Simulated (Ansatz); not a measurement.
A trial structure of Ti₃W₂ was built thus: random cell by space group and Wyckoff sites (P6/mmm, No. 191). The dimensions are guesses.

```yaml
crystal:
  lattice:
    - [4.01622, 0.00000, 0.00000]
    - [-2.00811, 3.47815, 0.00000]
    - [0.00000, 0.00000, 6.41589]
  atoms:
    - { symbol: Ti, position: [0.50000, 0.00000, 0.50000] }
    - { symbol: Ti, position: [0.00000, 0.50000, 0.50000] }
    - { symbol: Ti, position: [0.50000, 0.50000, 0.50000] }
    - { symbol: W, position: [0.00000, 0.00000, 0.17649] }
    - { symbol: W, position: [0.00000, 0.00000, 0.82351] }
```

Theory: Ansatz 0.2.0, DFT PBE, scalar-relativistic, plane waves, PAW. Cutoff 420 eV, Gaussian smearing, Γ-centred meshes. Cell and atoms relax first on a coarse mesh and then on a finer one. In between, the cell is made exact in the group found at 0.06 Å. In metals the finer mesh still leaves noise of several meV/atom or more. The steps can't lower the symmetry of their start. No spin polarisation.

A guess keeps its type if space group and coordination stay and the shape of the cell changes little (axis ratios within about 15 %, angles within 6°); the volume may change.

Question: Does it keep its structure type, or change into something else?

Answer: It doesn't keep its type. The symmetry stays P6/mmm (No. 191). The volume per atom grows by 33.4 %, from 17.9 to 23.9 Å³. The shortest distance goes from 2.01 Å (Ti–Ti) to 2.27 Å (W–W). The ratio c/a of the conventional cell changes by a factor of 0.58. Counting neighbours within 15 % of an atom's shortest distance, the start has Ti 4, W 1 and the end Ti 8, W 1. In detail, at the end around Ti lie 4 Ti at 2.65 Å and 4 W at 2.89 Å; W has 1 W at 2.27 Å, 1 W at 2.63 Å and 6 Ti at 2.89 Å.

```
CELL_PARAMETERS angstrom
5.30868 0.00000 0.00000
-2.65434 4.59745 0.00000
0.00000 0.00000 4.89755
ATOMIC_POSITIONS crystal
Ti 0.50000 0.00000 0.50000
Ti 0.00000 0.50000 0.50000
Ti 0.50000 0.50000 0.50000
W 0.00000 0.00000 0.26849
W 0.00000 0.00000 0.73151
```

The last run used a 12×12×8 mesh (in the run's order of axes) for its 5-atom cell and Gaussian smearing of 0.10 eV. Spin–orbit coupling, which can matter for W, is left out. The cell is a metal run without spin; a magnetic state may lie lower. Symmetry constrained the relaxation, so the result can be a saddle point. Another cell of Ti3W2 relaxed alike, in R-3m, lies 1.15 eV/atom lower, so this cell isn't the stable form at this level.
